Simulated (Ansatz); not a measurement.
BN:
Space group Fm-3m (No. 225); a = b = c = 3.459 Å, α = β = γ = 90.00°

```csv
atom,site,symmetry,x,y,z
N,4a,m-3m,0.0000,0.0000,0.0000
B,4b,m-3m,0.5000,0.5000,0.5000
```
(The calculation used a cell of 2 atoms; values per cell refer to that cell.)

Relaxed with LDA.

Problem. Give the optical modes at the zone centre with their infrared and Raman activity from DFPT, plane-wave PAW LDA (Ansatz code).

Solution. Transverse frequencies, without the LO–TO term; a row sums one degenerate level.

| ω (cm⁻¹) | degeneracy | IR ((D/Å)²/amu) | Raman (Å⁴/amu) | activity | symmetry |
|---|---|---|---|---|---|
| 698i | 3 | 166.19 | 0 | IR | T1u |

Problem. How high does the top mode go among those that the LO–TO term moves?

Solution. 933 cm⁻¹ for q along x.

A made-up cell: these elements were put on the sites of a structure type; neither database checked (COD, Materials Project) lists it. It is not the phase usual at ambient conditions (space group No. 186, 194, 216). Symmetry was held in the LDA relaxation. At this level the phase is dynamically unstable (imaginary phonons).

Potentials: the later of the program's two PAW sets.
